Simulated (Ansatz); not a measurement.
A relaxed 1×1 slab of 5 planes, cut along (100) from a bcc crystal of one element, has a cell area of 11.02 Å² and a bulk spacing of 1.660 Å between its first planes. All-electron LAPW in Ansatz 0.2.0 (PBE, scalar-relativistic, no spin polarisation) gives γ = 2.49 J/m², Φ = 3.76 eV and a change of the outer spacing of -13.3 %. The bcc structure needn't be the element's own.

**Question.** Which element is it?

**Answer.** Ta. This is the case that was computed; others weren't tested.
